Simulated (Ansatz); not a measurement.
MgSnO3:
```cif
data_MgO3Sn
_chemical_formula_sum 'Mg1 Sn1 O3'
_space_group_name_H-M_alt 'Pm-3m'
_space_group_IT_number 221
_space_group_name_Hall '-P 4 2 3'
_cell_length_a 3.95068
_cell_length_b 3.95068
_cell_length_c 3.95068
_cell_angle_alpha 90.000
_cell_angle_beta 90.000
_cell_angle_gamma 90.000
loop_
_atom_site_label
_atom_site_type_symbol
_atom_site_symmetry_multiplicity
_atom_site_Wyckoff_symbol
_atom_site_fract_x
_atom_site_fract_y
_atom_site_fract_z
_atom_site_occupancy
Mg1 Mg 1 a 0.00000 0.00000 0.00000 1
Sn1 Sn 1 b 0.50000 0.50000 0.50000 1
O1 O 3 c 0.00000 0.50000 0.50000 1
```

Relaxed with LDA.

Problem. Give the optical modes at the zone centre with their infrared and Raman activity from DFPT, LDA in the plane-wave PAW code Ansatz.

Solution. Transverse frequencies, without the LO–TO term; a row sums one degenerate level.

```tsv
ω (cm⁻¹)	degeneracy	IR ((D/Å)²/amu)	Raman (Å⁴/amu)	activity	symmetry
258i	3	50.94	0	IR	T1u
200i	3	0.00	0	silent	T2u
236	3	6.84	0	IR	T1u
803	3	39.27	0	IR	T1u
```

Problem. How high does the top mode go among those that the LO–TO term moves?

Solution. 882 cm⁻¹ for q along x.

The cell is a constructed one: a structure type filled with these elements; neither database checked (COD, Materials Project) lists it. Its standing as an ambient phase is unchecked. Symmetry was held in the LDA relaxation. At this level the phase is dynamically unstable (imaginary phonons). Spin–orbit coupling is left out wherever it is not named.

Potentials: the earlier of the program's two PAW sets. The files were generated under PBE; for other functionals the program regenerates the frozen cores, and for LDA and PBEsol the local potential too.
